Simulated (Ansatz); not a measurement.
Co$_{2}$C:
```xyz
3
Lattice="2.7837 0.0000 0.0000 -1.3919 2.4108 0.0000 0.0000 0.0000 4.1693" Properties=species:S:1:pos:R:3 pbc="T T T"
C      0.0000     0.0000     0.0000
Co     0.0000     1.6072     1.0034
Co     1.3919     0.8036     3.1659
```

Relaxed with PBE. Special points in fractions of this cell's reciprocal vectors: Γ (0.000, 0.000, 0.000); M (0.500, 0.000, 0.000); K (0.333, 0.333, 0.000); A (0.000, 0.000, 0.500); L (0.500, 0.000, 0.500); H (0.333, 0.333, 0.500).

### Question
List the band energies nearest the Fermi level at these points for PBE in the plane-wave PAW code Ansatz.

### Answer
In eV from the Fermi level; about four levels below and three above (degenerate sets whole), none deeper than 8.9 eV; points with the same levels are listed once.

```json
[
 {"k": "Γ", "below": "-1.54 -1.54 -1.51 -0.57 -0.57", "above": "1.59 5.15 5.15"},
 {"k": "M", "below": "-1.70 -0.62 -0.43 -0.02", "above": "0.29 0.31 1.54"},
 {"k": "K", "below": "-2.63 -2.63 -0.33 -0.33 -0.23", "above": "0.35 0.35 0.98"},
 {"k": "A", "below": "-0.92 -0.92 -0.44 -0.44", "above": "4.22 4.75 4.75"},
 {"k": "L", "below": "-1.13 -0.54 -0.39 -0.27", "above": "0.01 1.14 3.81"},
 {"k": "H", "below": "-1.92 -1.35 -0.78 -0.78", "above": "0.82 0.82 1.84"}
]
```

Space group P-3m1. The cell is a constructed one: a structure type filled with these elements; neither database checked (COD, Materials Project) lists it. COD files the formula under space group No. 58. Its standing as an ambient phase is unchecked. Symmetry was held in the PBE relaxation; whether a distortion lowers the energy is not shown. The workflow began spin-polarised and lost its moments.

Potentials: the earlier of the program's two PAW sets.
